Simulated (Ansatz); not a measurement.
Nb₂C:
```yaml
crystal:
  lattice:
    - [10.97210, 0.00000, 0.00000]
    - [0.00000, 3.09337, 0.00000]
    - [0.00000, 0.00000, 4.97569]
  atoms:
    - { symbol: Nb, position: [0.29659, 0.75000, 0.73486] }
    - { symbol: Nb, position: [0.70341, 0.25000, 0.26514] }
    - { symbol: Nb, position: [0.20341, 0.25000, 0.23486] }
    - { symbol: Nb, position: [0.79659, 0.75000, 0.76514] }
    - { symbol: Nb, position: [0.54593, 0.25000, 0.75395] }
    - { symbol: Nb, position: [0.45407, 0.75000, 0.24605] }
    - { symbol: Nb, position: [0.95407, 0.75000, 0.25395] }
    - { symbol: Nb, position: [0.04593, 0.25000, 0.74605] }
    - { symbol: C, position: [0.37565, 0.25000, 0.99033] }
    - { symbol: C, position: [0.62435, 0.75000, 0.00967] }
    - { symbol: C, position: [0.12435, 0.75000, 0.49033] }
    - { symbol: C, position: [0.87565, 0.25000, 0.50967] }
```

Relaxed with r²SCAN. Special points in fractions of this cell's reciprocal vectors: Γ (0.000, 0.000, 0.000); X (0.500, 0.000, 0.000); S (0.500, 0.500, 0.000); Y (0.000, 0.500, 0.000); Z (0.000, 0.000, 0.500); U (0.500, 0.000, 0.500); R (0.500, 0.500, 0.500); T (0.000, 0.500, 0.500).

### Question
List the band energies nearest the Fermi level at these points for r²SCAN (plane waves, PAW; program Ansatz).

### Answer
In eV from the Fermi level; about four levels below and three above (degenerate sets whole), none deeper than 8.9 eV; points with the same levels are listed once.

```csv
k,below,above
Γ,-0.56 -0.22 -0.18 -0.05,0.55 0.61 0.63
X,-0.69 -0.69 -0.44 -0.44,0.02 0.02 0.84 0.84
S,-0.65 -0.65 -0.65 -0.65,2.76 2.76 2.76 2.76
Y,-0.94 -0.94 -0.51 -0.51,2.58 2.58 2.77 2.77
Z,-0.66 -0.66 -0.46 -0.46,0.56 0.56 1.36 1.36
U,-0.55 -0.55 -0.45 -0.45,0.51 0.51 1.39 1.39
R,-0.38 -0.38 -0.38 -0.38,1.02 1.02 1.02 1.02
T,-0.48 -0.48 -0.15 -0.15,0.71 0.71 2.61 2.61
```

Space group Pnma. The workflow started from a Materials Project entry (that database holds measured and hypothetical structures alike); the Crystallography Open Database copy checked does not list it. Its standing as an ambient phase is unchecked. The r²SCAN relaxation kept the symmetry of its start; its stability against distortions is not shown here. The run is not spin-polarised. Spin–orbit coupling is left out wherever it is not named.

Potentials: the later of the program's two PAW sets.
